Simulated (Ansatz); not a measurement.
# TiZn₃: how the k-point mesh moves the results

All numbers below come from Ansatz, DFT PBEsol, scalar-relativistic, plane waves, PAW.

```yaml
crystal:
  lattice:
    - [3.98824, -0.03413, -0.00870]
    - [-0.03413, 3.97942, 0.00594]
    - [-0.00870, 0.00594, 3.95394]
  atoms:
    - { symbol: Ti, position: [0.99299, 0.99210, 0.99667] }
    - { symbol: Zn, position: [0.99168, 0.50305, 0.50903] }
    - { symbol: Zn, position: [0.48988, 0.99441, 0.50440] }
    - { symbol: Zn, position: [0.49334, 0.47676, 0.00353] }
```

| Quantity | Value |
| --- | --- |
| plane-wave cutoff | 420 eV |
| occupation rule | Gaussian smearing, 0.1 eV |
| spin treatment | unpolarised |

The atoms stay fixed while the k-point mesh is varied. ΔE is the energy extrapolated to zero smearing, less that of the reference run (8×8×8). The cell was strained and its atoms displaced at random, so that forces don't vanish. The meshes are Γ-centred. Pressure is positive in compression.

(1) Tried: 1×1×1, 2×2×2, 4×4×4, 6×6×6, 8×8×8. From which k-point mesh on does the energy per atom stay within 100, 10 and 1 meV of the reference?

Answers

(1) 2×2×2 for 100 meV, 6×6×6 for 10 meV, none but the reference for 1 meV. The reference itself isn't shown to be converged. At 6×6×6, where the energy is within 10 meV, force components already agree to within 0.003 eV/Å, where the largest force is 0.254 eV/Å.

```csv
mesh,ΔE (meV/atom),P (GPa),largest change of a force component (eV/Å),irreducible points
1×1×1,1933,3.21,0.386,1
2×2×2,-1.67,-8.85,0.040,8
4×4×4,25.8,-7.88,0.040,36
6×6×6,1.13,-8.26,0.003,112
8×8×8,0.00,-8.25,0.000,260
```

1 further run of this set didn't finish or converge.